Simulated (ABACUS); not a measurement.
A self-consistent single point of Au (Fm-3m, 1 atom in the cell; from Materials Project mp-81) with ABACUS.

Computed with PBE, numerical atomic orbitals SZP (confined pseudo-atomic orbitals with Gaussian additions; energy shift 0.01 Ry), PseudoDojo 0.5 standard norm-conserving PBE (tails mended) pseudopotentials in ABACUS.

```
Au
1.0
    0.00000     2.08564     2.08564
    2.08564     0.00000     2.08564
    2.08564     2.08564     0.00000
Au
1
Direct
  0.00000   0.00000   0.00000
```

Reference input (self-consistent single point, DFT, PBE, numerical atomic orbitals TZDP (confined pseudo-atomic orbitals with Gaussian additions; energy shift 0.01 Ry), PseudoDojo 0.5 standard norm-conserving PBE (tails mended) pseudopotentials): basis = TZDP numerical atomic orbitals, energy shift 0.01 Ry; KPT = Gamma 18 18 18 0 0 0; basis_type = lcao; dft_functional = PBE; ecutwfc = 100 Ry; smearing_method = fd; smearing_sigma = 0.00734986 Ry; potentials = PseudoDojo 0.5 standard norm-conserving PBE (tails mended); symmetry = 1; symmetry_prec = 1e-05; ks_solver = genelpa; scf_nmax = 100. This run's input differs from it in these lines:

```diff
@@ -25,3 +25,3 @@
 NUMERICAL_ORBITAL
-Au_pbe_6.9au_5s4p3d1f.orb
+Au_pbe_6.9au_2s2p1d1f.orb
```

Log, with long lists cut:

```
 SELF-CONSISTENT
 -------------------------------------------

                  longest orb rcut (Bohr) = 6.9
   longest nonlocal projector rcut (Bohr) = 1.62
                     search radius (Bohr) = 17

                          real space grid = [ 36, 36, 36 ]
                                 init_chg = atomic

 LCAO ALGORITHM --------------- ION=   1  ELEC=   1--------------------------------

 Density error is 0.0420459565204
 E_KohnSham     -296.3694784341      -4032.3136199918
 E_Fermi        1.4458037256         19.6711688572

 LCAO ALGORITHM --------------- ION=   1  ELEC=   2--------------------------------

   [... lines left out ...]

   [... 3 blocks of this kind left out ...]

 LCAO ALGORITHM --------------- ION=   1  ELEC=   6--------------------------------

 Density error is 6.92324556076e-07
 E_KohnSham     -296.3813980713      -4032.4757949755
 E_Fermi        1.3867626430         18.8678737187

 LCAO ALGORITHM --------------- ION=   1  ELEC=   7--------------------------------

 Density error is 1.43688080767e-08
 E_KohnSham     -296.3813980713      -4032.4757949759
 E_KS(sigma->0) -296.3810747278      -4032.4713956617
 E_entropy(-TS) -0.0006466870        -0.0087986284
 E_Fermi        1.3867618340         18.8678627118
 charge density convergence is achieved
 final etot is -4032.475795 eV
 EFERMI = 18.867862712 eV

 STATE ENERGY(eV) AND OCCUPATIONS    NSPIN == 1
   [... 17 lines left out ...]

 TOTAL-FORCE (eV/Angstrom)
                       Au1         0.0000000000         0.0000000000         0.0000000000

 TOTAL-STRESS (KBAR)
       -24.9235564725         0.0000000000        -0.0000000000
         0.0000000000       -24.9235564725        -0.0000000000
         0.0000000000         0.0000000000       -24.9235564725
 TOTAL-PRESSURE: -24.923556 KBAR

 --------------------------------------------
 !FINAL_ETOT_IS -4032.4757949759105031 eV
 --------------------------------------------
```

The run converged in 7 iterations. Against the reference run the free energy goes up by 138 meV/atom and the pressure goes from -1.31 to -2.49 GPa.

The atom-centred basis is finite, which shifts total energies and pressures against plane waves. A single-zeta basis is rough, for pressures and forces above all. This run is one point of a test of settings, so its values need not be converged; read them against the reference run alone. The structure comes from a collection of computed structures, made at another level of theory; the collection holds predicted forms beside known ones.

The atomic orbitals were generated for these runs; they are not ABACUS's published sets and were checked against plane waves on a few crystals only.

“Tails mended”: in these copies of the files the far tail of each local potential was reset to the Coulomb form.
